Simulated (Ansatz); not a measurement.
A geometry of ZnCu₂SnS₄ away from equilibrium: step 2 of the relaxation of a relaxed ZnCu2SnS4 cell shaken by Gaussian noise of σ = 0.08 Å a coordinate. These are r2SCAN (plane waves to 500 eV, PAW, scalar-relativistic; Ansatz, a quantum-chemistry and plane-wave program) values and carry that method's errors. Γ-centred k-mesh 5×5×6 on the run's cell (coarser than for final values), Fermi–Dirac smearing 0.05 eV.

```yaml
crystal:
  lattice:
    - [-2.64234, 2.60611, 5.03818]
    - [2.66170, -2.66329, 5.07730]
    - [2.63232, 2.65327, -5.06741]
  atoms:
    - { symbol: Cu, position: [0.02322, 0.54511, 0.51768] }
    - { symbol: Cu, position: [0.47346, 0.96997, 0.48281] }
    - { symbol: S, position: [0.49770, 0.49579, 0.99473] }
    - { symbol: S, position: [0.77576, 0.77758, 0.00424] }
    - { symbol: S, position: [0.22043, 0.23343, 0.00702] }
    - { symbol: S, position: [0.25833, 0.75664, 0.52203] }
    - { symbol: Sn, position: [0.76539, 0.27057, 0.53179] }
    - { symbol: Zn, position: [0.99975, 0.01161, 0.00206] }
```

Q: Give the Cartesian forces on all atoms (eV/Å).

A: 
| atom | Fx | Fy | Fz |
|---|---|---|---|
| Cu1 | -0.28 | -0.01 | -0.59 |
| Cu2 | -0.01 | 0.05 | 0.07 |
| S3 | 0.21 | 0.02 | 0.06 |
| S4 | 0.34 | 0.12 | 0.61 |
| S5 | -0.02 | 0.38 | 0.13 |
| S6 | -0.01 | -0.19 | 0.47 |
| Sn7 | -0.35 | -0.37 | 0.08 |
| Zn8 | 0.12 | 0.00 | -0.83 |

Q: What is the pressure?

A: +0.7 GPa, compression positive.

The relaxed cell holds bonded S–S pairs (2.20 Å). No spin polarisation in the result.

The end of the path is a generated cell of ZnCu2SnS4: the first start was made by a random draw of sites in a space group, and the end was not matched to a known phase here, so it may be hypothetical. Known forms of ZnCu2SnS4 include space group No. 82.
